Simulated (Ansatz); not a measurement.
Structures of ZnBr$_{3}$: which is lowest?

Plane-wave DFT in Ansatz with scalar-relativistic PAW potentials, cutoff 420 eV, Γ-centred meshes chosen by cell and gap, Gaussian smearing with energies taken to zero width. Every cell was relaxed (cell and atoms) in a run of its own, within the symmetry of its start. Functional: PBE.

Relaxed structures (starts from databases or built by putting these elements on another compound's sites):
A. I4/mmm, 4 atoms in the computed cell, a = 4.014 Å, c = 15.107 Å; sites (symmetry × multiplicity) Zn 4/mmm × 2, Br -4m2 × 4 + 4/mmm × 2; start: built
B. Pm-3m, 4 atoms in the computed cell, a = 4.688 Å; sites (symmetry × multiplicity) Zn m-3m × 1, Br 4/mm.m × 3; start: built

Problem. Rank them by energy. Could pressure change the order?

Solution.
```csv
structure,group,E − E(lowest) (meV/atom),V (Å³/atom),gap on mesh (eV)
A,I4/mmm,0.0,30.42,0.00
B,Pm-3m,408,25.76,0.00
```

A is lowest, 408 meV/atom under B. B is denser by 4.67 Å³/atom, so pressure favours it: ΔE/ΔV, with ΔE in eV and 1 eV/Å³ = 160.2 GPa, gives about 14 GPa for equal enthalpy if both cells were rigid, a rough figure since the two compress differently. Without a dispersion term the weakly bound lowest cell is too large, so ΔV and this pressure are artefacts in part: a slight pressure closes the gap between layers first. Other structures may lie lower than all of these, and vibrations aren't counted.

Spin polarisation was left out, and a magnetic state may lie lower.